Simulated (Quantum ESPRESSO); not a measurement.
Inputs of pw.x and gipaw.x (a modified build of Quantum ESPRESSO, PBE) for Na2S; the starting potential comes from an earlier run on another mesh:

```
&CONTROL
  calculation = 'scf'
  prefix = 'x'
  pseudo_dir = './pseudo'
  outdir = './out'
  tprnfor = .true.
/
&SYSTEM
  ibrav = 0
  nat = 3
  ntyp = 2
  ecutwfc = 60
  ecutrho = 240
  occupations = 'fixed'
  nbnd = 12
/
&ELECTRONS
  conv_thr = 1e-11
  startingpot = 'file'
/
ATOMIC_SPECIES
Na 22.990 Na.GGA_PBE-JTH.UPF
S 32.060 S.GGA_PBE-JTH.UPF
CELL_PARAMETERS angstrom
    0.000000000000     3.232909225000     3.281646550000
    3.232909225000     0.000000000000     3.281646550000
    3.232909225000     3.232909225000     0.000000000000
ATOMIC_POSITIONS crystal
Na     0.250000000000     0.250000000000     0.250000000000
Na     0.750000000000     0.750000000000     0.750000000000
S      0.000000000000     0.000000000000     0.000000000000
K_POINTS automatic
5 5 5 1 1 1
```

```
&INPUTGIPAW
  job = 'nmr'
  prefix = 'x'
  tmp_dir = './out/'
  restart_mode = 'from_scratch'
  pawproj(1) = .true.
  pawproj(2) = .true.
  use_nmr_macroscopic_shape = .false.
/
```

The cell was made here from a computed Materials Project entry: strained by +1 % along the cube axis and by -0.5 % across it, atoms relaxed (PBE without dispersion, pw.x of Quantum ESPRESSO, symmetry kept). The parent is Na2S in Fm-3m; whether this form has been observed was not checked. Stability against distortions was not tested.

**Question.** Give the final section of the GIPAW output.

**Answer.** 
```
     Total NMR chemical shifts in ppm: ---------------------------------------
     (adopting the Simpson convention for anisotropy and asymmetry)-----------

     Atom  1  Na  pos: (  0.350899  0.350899  0.356188)  Total sigma:         492.62
           492.4954          0.0000          0.0000
             0.0000        492.4954         -0.0000
             0.0000          0.0000        492.8796

     Na      1    anisotropy:      0.38    eta:    0.0000
     Na      1    sigma_11=    492.50
     Na      1    sigma_22=    492.50
     Na      1    sigma_33=    492.88

     Atom  2  Na  pos: (  1.052696  1.052696  1.068565)  Total sigma:         492.62
           492.4954         -0.0000         -0.0000
            -0.0000        492.4954         -0.0000
            -0.0000         -0.0000        492.8796

     Na      2    anisotropy:      0.38    eta:    0.0000
     Na      2    sigma_11=    492.50
     Na      2    sigma_22=    492.50
     Na      2    sigma_33=    492.88

     Atom  3  S   pos: (  0.000000  0.000000  0.000000)  Total sigma:         780.49
           781.8202         -0.0000          0.0000
            -0.0000        781.8202          0.0000
             0.0000          0.0000        777.8160

     S       3    anisotropy:     -4.00    eta:    0.0000
     S       3    sigma_11=    781.82
     S       3    sigma_22=    781.82
     S       3    sigma_33=    777.82
```
The printed anisotropy is 3/2 (σ_33 − σ_iso) in the program's own order; the axes are left out here. Anisotropies that symmetry doesn't fix are less certain than the isotropic values. These are absolute shieldings with no macroscopic susceptibility term; δ = σ_ref − σ needs a reference computed alike. By our sweeps, such settings leave a few ppm in absolute σ. No d partial waves on Na, S: the paramagnetic term there is incompletely reconstructed. The structure is static (0 K, no zero-point motion).
